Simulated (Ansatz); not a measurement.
Ca (fcc (Cu type), Fm-3m) under volume change, r²SCAN (plane waves, PAW; program Ansatz), scaled uniformly.

```
V (Å³/atom)  E − E(relaxed) (meV/atom)  P (GPa)
-----------  -------------------------  -------
39.241                            22.4     1.97
40.535                             9.5     1.23
41.828                             2.3     0.58
43.122                             0.0     0.00
44.416                             2.1    -0.51
45.709                               …        …
47.003                               …        …
```

**Question.** Fill in the missing entries.

**Answer.** 
- 45.709, E − E(relaxed) (meV/atom): 8.0
- 45.709, P (GPa): -0.95
- 47.003, E − E(relaxed) (meV/atom): 17.3
- 47.003, P (GPa): -1.34

**Question.** What does a third-order Birch–Murnaghan fit give for V₀, B₀ and B′?

**Answer.** V₀ = 43.12 Å³/atom, B₀ = 17.9 GPa, B′ = 3.3.

The r²SCAN relaxation kept the symmetry of its start; phonons on a q-mesh show no instability.

Potentials: the later of the program's two PAW sets.
